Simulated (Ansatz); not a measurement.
The relaxed structure here is a generated cell of SnO: the first start was made by placing the elements on the sites of a structure type, and the end was not matched to a known phase here, so it may be hypothetical. Known forms of SnO include space group No. 129.

A relaxed cell of SnO (Pm-3m (No. 221)), relaxed on a k-mesh at least as fine as the one used below. Level of theory: PBE (plane waves to 420 eV, PAW, scalar-relativistic; Ansatz, a first-principles code). Γ-centred k-mesh 4×7×7 on the run's cell (coarser than for final values), Fermi–Dirac smearing 0.05 eV.

```xyz
4
Lattice="6.2633 0.0000 0.0000 0.0000 3.1316 0.0000 0.0000 0.0000 3.1316" Properties=species:S:1:pos:R:3 pbc="T T T"
Sn     1.5658     1.5658     1.5658
Sn     4.6975     1.5658     1.5658
O      0.0000     0.0000     0.0000
O      3.1316     0.0000     0.0000
```

The atoms are displaced by (Å):

| atom | ux | uy | uz |
|---|---|---|---|
| Sn1 | 0.097 | -0.013 | -0.023 |
| Sn2 | 0.059 | -0.102 | -0.028 |
| O3 | 0.015 | -0.084 | -0.158 |
| O4 | 0.006 | -0.012 | -0.112 |

What forces (eV/Å) and pressure result?


```csv
atom,Fx,Fy,Fz
Sn1,-0.03,0.13,0.39
Sn2,0.49,-0.20,0.39
O3,-0.28,0.04,-0.40
O4,-0.19,0.03,-0.38
```

Pressure +0.3 GPa.

The undisplaced cell is probably no minimum: from this displacement the run went on to P3m1 (No. 156), 0.47 eV/atom below it.

No spin polarisation in the result.
